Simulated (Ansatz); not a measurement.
## Al (Fm-3m), zone-centre modes

Computed with Ansatz 0.2.0, DFT PBE+D3(BJ), scalar-relativistic, plane waves, PAW. The runs took a 420 eV cutoff, a Γ-centred 24×24×24 mesh and Gaussian smearing (0.15 eV). No spin polarisation.

Zero of the scan (relaxed at this level):

```
Al
1.0
     0.00000   -1.99136   -1.99136
    -1.99136    0.00000   -1.99136
     1.99136    1.99136   -3.98273
Al
2
Direct
  0.50000 0.50000 0.50000
  0.00000 0.00000 0.00000
```

Harmonic modes by finite displacements of 0.02 Å, without the LO–TO term. The cell doubles the primitive one, so its zone centre also holds the primitive cell's point q = (0, 0, 1/2).

Task: At this geometry, is the structure stable against these modes?

Result: Yes: no mode is imaginary beyond 10 cm⁻¹, and only the three translations lie near zero.

Task: List the wavenumbers in cm⁻¹.

Result: 0, 0, 0, 152, 152, 347.

Cost: 1 run of about 2.4 core-minutes, on Intel Xeon Processor @ 2.70GHz (shared hosts).